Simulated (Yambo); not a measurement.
Excitons in AlCl$_{3}$

```xyz
8
Lattice="2.9691 -5.1398 -0.0020 2.9691 5.1398 -0.0020 -1.9151 0.0000 5.8786" Properties=species:S:1:pos:R:3 pbc="T T T"
Al     2.9691    -3.4275    -0.0020
Al     2.9691     3.4275    -0.0020
Cl     3.1794     0.0000     4.5360
Cl     0.8438     0.0000     1.3385
Cl     4.0287     1.8329     1.3256
Cl    -0.0055    -1.8329     4.5489
Cl    -0.0055     1.8329     4.5489
Cl     4.0287    -1.8329     1.3256
```

Cell and atoms were relaxed with PBE+D3(BJ) from Materials Project entry mp-25469, within its symmetry.

BSE in Yambo on PBEsol (Quantum ESPRESSO, PseudoDojo norm-conserving, 58 Ry, no spin-orbit coupling) bands: 4×4×4 mesh, 15 valence and 8 conduction bands, static screening with 92 bands and a 3 Ry block, scissor 2.73 eV, Tamm-Dancoff; field along x.

| state | energy (eV) | states within 2 meV | relative strength | class | main transitions |
|---|---|---|---|---|---|
| 1 | 6.58 | 1 | < 0.01 | dark | several band pairs |
| 2 | 6.70 | 1 | < 0.01 | dark | several band pairs |
| 3 | 6.70 | 1 | 0.03 | weak | several band pairs |
| 4 | 6.80 | 1 | < 0.01 | dark | several band pairs |
| 5 | 6.82 | 1 | < 0.01 | dark | several band pairs |
| 6 | 7.06 | 1 | < 0.01 | dark | several band pairs |
| 7 | 7.08 | 1 | < 0.01 | dark | several band pairs |
| 8 | 7.09 | 1 | < 0.01 | dark | several band pairs |
| 9 | 7.11 | 1 | < 0.01 | dark | several band pairs |
| 10 | 7.14 | 1 | < 0.01 | dark | several band pairs |

These are vertical excitations (zero momentum). The direct quasiparticle gap on this mesh is 7.86 eV; counted from there, state 1 is bound by 1.28 eV. On a 2×2×2 mesh the same difference is 1.46 eV, so it isn't converged.

Spin singlets only. Strengths are relative to the strongest of the lowest states of this run; strong means a line over 3 % of the spectrum's maximum, dark under 0.03 %. Absolute energies carry the error of the G0W0 scissor, whose convergence isn't established; the long-wavelength screening was taken along (1,1,1) although the crystal is anisotropic.
